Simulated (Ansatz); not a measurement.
Ga2BiAs in space group P-4m2 (No. 115; Ga on 2g, Bi on 1a, As on 1c) at seven volumes, the program Ansatz at the LDA level (PAW), shape and atoms relaxed at each. One row is withheld.

```
V (Å³/atom)  P (GPa)
-----------  -------
23.762          6.63
24.545          4.03
25.328             ?
26.112          0.00
26.895         -1.55
27.678         -2.86
28.462         -3.97
```

Q: Fit the shown pressures and predict the withheld one.

A: P = (3/2)B₀(x^(7/2) − x^(5/2))[1 + (3/4)(B′ − 4)(x − 1)] with x = (V₀/V)^(2/3). Least squares on the six rows gives V₀ = 26.113 Å³/atom, B₀ = 56.3 GPa, B′ = 4.68. At V = 25.328, x = 1.0206 and P = 1.85 GPa. The run itself gave 1.85 GPa.

The first step of the workflow began from a Materials Project structure, measured or hypothetical; the Crystallography Open Database copy checked does not list it. Whether it is the stable phase at ambient conditions was not checked. The cell was relaxed with LDA under the symmetry of its start; of distortions, only those at the zone centre were tested. Scalar-relativistic: spin–orbit coupling is off unless named, which matters more the heavier the elements.

Potentials: the later of the program's two PAW sets.
